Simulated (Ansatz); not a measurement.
Space group P6_3/mcm (No. 193). a = 7.498 Å, b = 7.498 Å, c = 5.147 Å, α = 90.00°, β = 90.00°, γ = 120.00°
| atom | site | symmetry | x | y | z |
| --- | --- | --- | --- | --- | --- |
| Ti | 4d | 3.2 | 0.3333 | 0.6667 | 0.0000 |
| Ti | 6g | m2m | 0.2503 | 0.0000 | 0.2500 |
| Ge | 6g | m2m | 0.6101 | 0.0000 | 0.2500 |

Equation of state of this Ti$_{5}$Ge$_{3}$ structure (not necessarily the ground state), with shape and atoms relaxed at each volume where symmetry leaves them free. It has no gap at any of these volumes. Level of theory: Ansatz, DFT PBEsol, scalar-relativistic, plane waves, PAW.

Plane waves to 420 eV, a k mesh through Γ of 6×6×8 on the computed 16-atom cell and Gaussian smearing (0.10 eV); no spin polarisation.

| V (Å³/atom) | E − E(largest V) (meV/atom) | P (GPa) |
| --- | --- | --- |
| 13.783 | 65.33 | 23.58 |
| 14.252 | 7.30 | 16.23 |
| 14.722 | -30.78 | 9.95 |
| 15.192 | -51.82 | 4.58 |
| 15.662 | -58.30 | 0.00 |
| 16.132 | -52.36 | -3.91 |
| 16.602 | -35.82 | -7.24 |
| 17.228 | 0.00 | -10.91 |

Fit a third-order Birch–Murnaghan equation to E(V).

V0 = 15.66 Å³/atom, B0 = 141 GPa, B0' = 4.3.

Cost: 8 runs of about 48 core-minutes in all, on Intel Xeon Processor @ 2.70GHz (shared hosts).